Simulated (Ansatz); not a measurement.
BaHfO$_{3}$:
```xyz
5
Lattice="4.1575 0.0000 0.0000 0.0000 4.1575 0.0000 0.0000 0.0000 4.1575" Properties=species:S:1:pos:R:3 pbc="T T T"
Ba     2.0788     2.0788     2.0788
Hf     0.0000     0.0000     0.0000
O      0.0000     2.0788     0.0000
O      2.0788     0.0000     0.0000
O      0.0000     0.0000     2.0788
```

x, y and z are the axes in which the lattice vectors are written.

Question: Give the high-frequency dielectric tensor and the Born effective charge tensors of the independent atoms from DFPT, PBEsol in the plane-wave PAW code Ansatz.

Answer: 
ε∞:
```
4.76  0.00  0.00
0.00  4.76  0.00
0.00  0.00  4.76
```
Z* of atom 1 (Ba), rows: field, columns: displacement, in e:
```
2.77  0.00  0.00
0.00  2.77  0.00
0.00  0.00  2.77
```
Z* of atom 2 (Hf), rows: field, columns: displacement, in e:
```
5.85  0.00  0.00
0.00  5.85  0.00
0.00  0.00  5.85
```
Z* of atom 3 (O), rows: field, columns: displacement, in e:
```
-2.02   0.00   0.00
 0.00  -4.59   0.00
 0.00   0.00  -2.02
```

Space group Pm-3m (cubic perovskite). Symmetry was held in the PBEsol relaxation. No spin polarisation was allowed. Spin–orbit coupling is left out wherever it is not named.

Potentials: the later of the program's two PAW sets.
